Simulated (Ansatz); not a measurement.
**Computed properties of MnHg**

```
Mn Hg
1.0
     3.31500    0.00000    0.00000
     0.00000    3.31500    0.00000
     0.00000    0.00000    3.31500
Mn Hg
1 1
Direct
  0.50000 0.50000 0.50000
  0.00000 0.00000 0.00000
```

Atom numbers follow the list: Mn1, Hg2.

The cell is COD entry 1522376, as deposited and not checked against the literature; nothing was relaxed.

Other magnetic orders may lie lower; this is the state that the run reached.

No spin–orbit coupling, which matters for the heavy atoms here.

Methods: DFT, PBE, all-electron LAPW, scalar-relativistic (Ansatz 0.2.0); DFT, PBE, PAW with Ansatz's default frozen-core files, scalar-relativistic (Ansatz 0.2.0); DFT, PBE, all-electron PAW with datasets made for the crystal, scalar-relativistic (Ansatz 0.2.0).

For LAPW: a Γ-centred 10×10×10 k mesh, Fermi–Dirac smearing of 0.08 eV, basis error target 0.25 meV/atom, spin-polarised from start moments Mn1 4 μB. PAW takes a cutoff of 420 eV at this cell. The crystal-made all-electron datasets (AE datasets) take a cutoff of 260 eV at this cell. The Ansatz runs share mesh, smearing and spin set-up. Values come from LAPW unless marked.

```
Bader charges (from the PAW run)                                                                                       : Mn1 +0.68, Hg2 -0.68 e
Moment of the cell                                                                                                     : 3.90 μB
Density of states at the Fermi level (0.2 eV bin)                                                                      : 1.89 states/eV per cell
Löwdin charges (with 0.80 e of the cell spilling out of the atomic basis, so their sizes and signs hang on that basis) : Mn1 0.16, Hg2 0.64 e
Contact hyperfine fields (crystal-made datasets)                                                                       : Mn1 -19.3, Hg2 -199.4 T, core polarisation included, positive along the moment of the spin-up electrons
Volume per atom                                                                                                        : 18.21 Å³
```

(1) Give the computed value. Band gap.

(2) Predict this quantity. Pressure at this cell.

(3) Give the computed value. Moments in the spheres.

## Answers

(1) none: bands cross the Fermi level, a metal.

(2) 0.32 GPa.

(3) Mn1 3.92, Hg2 -0.05 μB.
